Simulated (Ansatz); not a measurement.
Bi₂S₃ in space group Pnma (No. 62; Pearson symbol oP20), r²SCAN+D4 in the plane-wave PAW code Ansatz. The conduction-band minimum lies on the Γ–Z line, 33 % of the way from Γ, with 2 equivalent valleys. Second derivatives d²E/dk² of the lowest band at one valley (eV·Å²), along Cartesian directions:

```tsv
direction	d²E/dk²
[100]	20.27
[010]	24.26
[001]	9.039
[110]	22.31
[101]	14.68
[011]	16.67
```

### Question
Find the principal effective masses, the density-of-states mass and the conductivity mass.

### Answer
Off-diagonal terms follow from H_xy = H[110] − (H_xx + H_yy)/2, and m*/mₑ = 7.620 eV·Å² over each eigenvalue: 0.31, 0.38, 0.84. One valley's DOS mass (m₁m₂m₃)^(1/3) = 0.46, conductivity mass 3/(Σ 1/mᵢ) = 0.43 mₑ.

### Question
What effective density of states Nc follows at 300 K for parabolic valleys?

### Answer
Nc = 2.509e19 × 2 × (0.46)^(3/2) ≈ 1.6e19 cm⁻³.

Symmetry was held in the r²SCAN+D4 relaxation. Scalar-relativistic: spin–orbit coupling is off unless named, which matters more the heavier the elements.

Potentials: the later of the program's two PAW sets.

Edges and masses are those of Kohn–Sham bands, whose gap is no quasiparticle gap.
